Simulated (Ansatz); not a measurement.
## CsZn4P3: pressure and gap against volume

A database entry relaxed whole under r2SCAN (P4/mmm):

```
Cs Zn P
1.0
     4.05882    0.00000    0.00000
     0.00000    4.05882    0.00000
     0.00000    0.00000   10.41302
Cs Zn P
1 4 3
Direct
  0.00000 0.00000 0.50000
  0.00000 0.50000 0.15099
  0.50000 0.00000 0.15099
  0.00000 0.50000 0.84901
  0.50000 0.00000 0.84901
  0.50000 0.50000 0.27287
  0.50000 0.50000 0.72713
  0.00000 0.00000 0.00000
```

The cell was scaled uniformly, its shape held, and the atoms relaxed at each volume with plane-wave PAW DFT (Ansatz 0.2.0; r2SCAN, 500 eV, 8×8×4 Γ-centred mesh, fermi-dirac occupations of width 0.020 eV; no spin, no spin-orbit coupling). One row is withheld.

```json
{"volume (Å³/atom)": "20.156", "energy over the lowest (meV/atom)": "12.1", "pressure (GPa)": "3.20", "gap over mesh and path (eV)": "0.480"}
{"volume (Å³/atom)": "20.585", "energy over the lowest (meV/atom)": "5.2", "pressure (GPa)": "2.01", "gap over mesh and path (eV)": "0.452"}
{"volume (Å³/atom)": "21.014", "energy over the lowest (meV/atom)": "1.2", "pressure (GPa)": "0.95", "gap over mesh and path (eV)": "0.418"}
{"volume (Å³/atom)": "21.443", "energy over the lowest (meV/atom)": "0.0", "pressure (GPa)": "0.01", "gap over mesh and path (eV)": "0.380"}
{"volume (Å³/atom)": "21.872", "energy over the lowest (meV/atom)": "?", "pressure (GPa)": "?", "gap over mesh and path (eV)": "?"}
{"volume (Å³/atom)": "22.301", "energy over the lowest (meV/atom)": "4.5", "pressure (GPa)": "-1.61", "gap over mesh and path (eV)": "0.303"}
{"volume (Å³/atom)": "22.730", "energy over the lowest (meV/atom)": "9.7", "pressure (GPa)": "-2.28", "gap over mesh and path (eV)": "0.262"}
```

Task: Fit the pressures of the other rows to the third-order Birch-Murnaghan form.

Result: With f = [(V₀/V)^(2/3) − 1]/2 and P = 3B₀f(1 + 2f)^(5/2)[1 + 3(B₀′ − 4)f/2], least squares gives V₀ = 21.45 Å³ an atom, B₀ = 44.8 GPa and B₀′ = 4.5; the rows miss the fit by less than 0.01 GPa. The slope of the energies differs from these pressures by less than 0.05 GPa.

Task: How does the gap move with volume?

Result: A parabola in ln(V/V₀) through the other rows has the slope dE_g/d ln V = -1.8 eV at V₀, so by B₀ the gap moves by +41 meV a GPa at this fixed shape: it widens under pressure.

Task: What does the withheld row hold?

Result: The fit gives -0.84 GPa at 21.872 Å³; the run gave -0.85 GPa and 1.2 meV an atom. Its gap is 0.343 eV, against 0.343 eV from the parabola.

Caveats: the shape of the cell was held, so B₀ is an upper bound where the axes differ in stiffness; 0 K, fixed nuclei; the symmetry was kept, and this need not be the phase that is stable at 0 K; one mesh for all volumes; r2SCAN gaps lie as a rule under measured ones; the slope of the gap can be off by tens of per cent, more where shallow d levels or spin-orbit coupling act on the edges; pressure is positive in compression.
